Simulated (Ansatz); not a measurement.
ScIr2:
```
CELL_PARAMETERS angstrom
      0.00000     3.67932     3.67932
      3.67932     0.00000     3.67932
      3.67932     3.67932     0.00000
ATOMIC_POSITIONS crystal
  Ir 0.12500 0.12500 0.12500
  Ir 0.62500 0.12500 0.12500
  Ir 0.12500 0.12500 0.62500
  Ir 0.12500 0.62500 0.12500
  Sc 0.50000 0.50000 0.50000
  Sc 0.75000 0.75000 0.75000
```

Relaxed with r²SCAN. Special points in fractions of this cell's reciprocal vectors: Γ (0.000, 0.000, 0.000); X (0.500, 0.000, 0.500); U (0.625, 0.250, 0.625); K (0.375, 0.375, 0.750); L (0.500, 0.500, 0.500); W (0.500, 0.250, 0.750).

Task: List the band energies nearest the Fermi level at these points for DFT-r²SCAN in the program Ansatz with PAW potentials.

Result: In eV from the Fermi level; about four levels below and three above (degenerate sets whole), none deeper than 8.9 eV; points with the same levels are listed once.

| k | below | above |
|---|---|---|
| Γ | -0.56 -0.56 -0.34 -0.34 -0.34 | 1.38 2.19 2.19 2.19 |
| X | -0.69 -0.69 -0.56 -0.56 | 0.53 0.53 2.02 2.02 |
| U | -2.09 -1.25 -1.15 -0.32 | 0.15 0.86 0.90 |
| L | -0.86 -0.86 -0.81 -0.31 -0.31 | 0.92 0.92 1.11 |
| W | -1.67 -1.67 -1.64 -1.64 | 0.10 0.10 0.99 0.99 |

Space group Fd-3m (cubic Laves (MgCu2 type)). The workflow started from an entry of the Crystallography Open Database (COD). Its standing as an ambient phase is unchecked. The cell was relaxed with r²SCAN under the symmetry of its start; whether a distortion lowers the energy is not shown. No spin polarisation was allowed. Spin–orbit coupling is left out wherever it is not named.

Potentials: the later of the program's two PAW sets.
